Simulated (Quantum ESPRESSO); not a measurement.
## One change at a time to AlAu6Zr

All numbers below are calculated, not measured. They come from Quantum ESPRESSO 7.5, a public plane-wave density functional program. Each row is one single-point run on a made-up periodic cell of eight metal atoms, with elements, volume, strain and displacements drawn at random and not relaxed, so a cell may be unstable or far from any real phase. There is no spin polarisation or spin-orbit coupling.

Settings: PBE unless stated; PseudoDojo standard norm-conserving files; Fermi-Dirac width 0.25 eV, which means electrons at about 2900 K; cutoff 1088 eV; 8 x 3 x 3 k mesh shifted half a step off Gamma. E is the free energy of the whole cell (internal energy minus TS), so a -TS column is already part of it. Stress is positive in tension, and the pressure P is minus a third of its trace.

Checks: one run of this series was repeated at a higher cutoff and on a denser mesh, which moved values by no more than 0.010 eV, 0.11 GPa and 0.010 eV/Å, and a second program with other atomic files agreed on it to 2 % rms in force and 0.5 GPa in pressure. Known limits: heavy elements are run without spin-orbit coupling, which real alloys of them have; a spin test at this wide smearing found no moment, but such smearing suppresses magnetism that the real alloy may have.

The lattice is hexagonal close-packed, and the cell vectors in Å are (-3.081, 0.000, 0.000); (0.000, 5.337, -4.814); (0.000, -5.337, -4.814), a volume of 158.32 Å³ in run 1. The elements on sites 1 to 8 are Au Al Au Au Au Au Au Zr. Each later run makes one change to run 1 and keeps the rest. E is counted from run 1, and is n/a where other atomic files have another zero of energy.

| run | change | V (Å³) | P (GPa) | -TS (eV) | rms force (eV/Å) | largest change of a force component (eV/Å) | E (eV) |
|---|---|---|---|---|---|---|---|
| 1 | none | 158.32 | -7.14 | -0.782 | 0.466 | 0.000 | 0.000 |
| 2 | sites 7 and 8 exchanged | 158.32 | -7.27 | -0.809 | 0.413 | 1.124 | -0.008 |
| 3 | all lengths scaled by -1.25 % | 152.46 | -3.63 | -0.763 | 0.552 | 0.193 | ? |
| 4 | LDA in place of PBE | 158.32 | -16.04 | -0.789 | 0.407 | 0.255 | n/a |
| 5 | Mo on site 3 | 158.32 | -9.69 | -1.219 | 0.584 | 0.613 | n/a |
| 6 | site 8 moved by +0.22 Å along z | 158.32 | -5.63 | -0.764 | 0.871 | 1.838 | 0.456 |

## Worked estimate

Along a uniform scaling dE = -P dV. The mean of the two pressures is -5.385 GPa and the volume changes by -5.86 Å³, with 160.2 GPa to one eV/Å³. The same two rows give -V dP/dV = 93 GPa for this cell with clamped atoms, which is not the bulk modulus of a real alloy.

## Withheld value

Question: what E should run 3 give?

The estimate is -0.197 eV. The calculation gave -0.200 eV. The mean of two end points misses the curvature of P, and the finite cutoff adds a little.
